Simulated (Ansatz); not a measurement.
Input:

Relaxed ZnO (wurtzite):

```yaml
crystal:
  lattice:
    - [3.23518, 0.00000, 0.00000]
    - [-1.61759, 2.80175, 0.00000]
    - [0.00000, 0.00000, 5.21141]
  atoms:
    - { symbol: Zn, position: [0.66667, 0.33333, 0.00241] }
    - { symbol: Zn, position: [0.33333, 0.66667, 0.50241] }
    - { symbol: O, position: [0.66667, 0.33333, 0.62279] }
    - { symbol: O, position: [0.33333, 0.66667, 0.12279] }
```

Two-dimensional scan of atom 3 (O, nearest neighbour Zn at 1.970 Å; its periodic images, 3.2 Å or more away, move with it): u runs along (1.000, 0.000, 0.000), v along (0.000, 0.000, 1.000) (Cartesian). Cell and other atoms are fixed.

Computed with r2SCAN (plane waves to 500 eV, PAW, scalar-relativistic; Ansatz, a first-principles code). k mesh 9×9×5 (Γ-centred), Fermi-Dirac smearing 0.05 eV. E stands for the smeared free energy. ZnO was relaxed with its symmetry unable to fall. The zero of ΔE is the undisplaced structure. Axes are in Å.

The scan covers u from -0.490 to 0.490 Å in 7 points and v from -0.490 to 0.490 Å in 7 points.

Q: In which direction of the plane is the atom held most weakly?

A: Along u.

Q: Is the undisplaced position a minimum, a maximum or a saddle of this map?

A: A minimum.

Q: What are the two principal curvatures of the energy at the centre?

A: 8.4 and 11.8 eV/Å².

(A displaced cell: forces are minus the slopes of the energy, force constants its curvatures, and phonons follow from these.)
